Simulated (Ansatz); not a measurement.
ScCu (CsCl type)

```
CELL_PARAMETERS angstrom
      6.33192     0.00000     0.00000
      3.16596     3.16596     0.00000
      3.16596     0.00000     3.16596
ATOMIC_POSITIONS crystal
  Sc 0.75000 0.50000 0.50000
  Sc 0.25000 0.50000 0.50000
  Cu 0.00000 0.00000 0.00000
  Cu 0.50000 0.00000 0.00000
```

A phonon eigenvector at R = (0.5, 0.5, 0.5) is frozen into this cell: atom i moves by Q times the vector below, so Q is the largest atomic displacement, in Å. The cell is held. It is one choice among 3 degenerate patterns. (q is in reciprocal vectors of the primitive cell; the cell shown is doubled to hold the pattern.)

```csv
atom,x,y,z
Cu3,0.000,0.000,1.000
Cu4,0.000,0.000,-1.000
```

Atoms not listed stay in place.

Method: LDA (plane waves to 420 eV, PAW, scalar-relativistic; Ansatz, a first-principles code). k mesh 15×15×15 (Γ-centred), Fermi-Dirac smearing 0.05 eV. E stands for the smeared free energy. With partly filled bands, energies and forces of such displacements shift with the k mesh and the smearing. ScCu is run without spin polarisation. ScCu was relaxed with its symmetry unable to fall. The relaxed volume of ScCu is well below the measured one. The zero of ΔE is the undisplaced structure.

```
Q (Å)   ΔE (meV/cell)  −dE/dQ from forces (eV/Å)
------  -------------  -------------------------
-0.100            [?]                      0.337
-0.083           10.9                      0.272
-0.067            6.9                      0.211
-0.050            3.8                      0.155
-0.033            [?]                      0.102
-0.017            0.4                      0.050
0.000             0.0                      0.000
0.017             0.4                     -0.050
0.033             [?]                     -0.102
0.050             3.8                     -0.155
0.067             6.9                     -0.211
0.083            10.9                     -0.272
0.100             [?]                     -0.337
```

Q: Complete the blanks.

A: 
- -0.100, ΔE (meV/cell): 16.0
- -0.033, ΔE (meV/cell): 1.7
- 0.033, ΔE (meV/cell): 1.7
- 0.100, ΔE (meV/cell): 16.0

(For displaced atoms, the force is minus the slope of the energy, and its curvature is a force constant, which sets phonon frequencies.)
